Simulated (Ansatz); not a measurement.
Relaxed-ion elastic tensor of BN (wurtzite, P6_3mc) in GPa (Voigt order), r²SCAN (plane waves, PAW; program Ansatz); density 3.50 g/cm³, 5.89 Å³ per atom.

```
 976   134  58.4   0.0   0.0   0.0
 134   976  58.4   0.0   0.0   0.0
58.4  58.4  1060   0.0   0.0   0.0
 0.0   0.0   0.0   350   0.0   0.0
 0.0   0.0   0.0   0.0   350   0.0
 0.0   0.0   0.0   0.0   0.0   421
```

Q: Is the crystal mechanically stable?

A: Yes: the smallest eigenvalue of C is 350 GPa.

Q: Work out the Voigt, Reuss and Hill averages.

A: K_V = 391, K_R = 391, K_H = 391; G_V = 409, G_R = 401, G_H = 405 GPa.

Q: Give Young's modulus, Poisson's ratio, Pugh's ratio and the universal anisotropy index.

A: E = 9KG/(3K + G) = 903 GPa; ν = 0.11; K/G = 0.96 (brittle by the Pugh limit of 1.75); A_U = 5G_V/G_R + K_V/K_R − 6 = 0.09.

Q: Estimate the sound speeds and the Debye temperature.

A: v_l = √((K + 4G/3)/ρ) = 16300 m/s, v_t = √(G/ρ) = 10800 m/s, mean 11800 m/s; Θ = (h/k)(3n/4πV)^(1/3) v_m = 1940 K.

Q: Solve the Christoffel equation for the three sound speeds along x, y, z.

A: Eigenvalues of C_ijkl n_j n_l equal ρv² (piezoelectric stiffening left out). In km/s, slowest first: x 10.01, 10.97, 16.70; y 10.01, 10.97, 16.70; z 10.01, 10.01, 17.43.

Q: How much does each axis shrink under pressure?

A: Linear compressibilities β_i = Σ_j S_ij (j = 1 to 3): x 0.86, y 0.86, z 0.85 per TPa.

The cell was relaxed with r²SCAN under the symmetry of its start.

Potentials: the earlier of the program's two PAW sets.
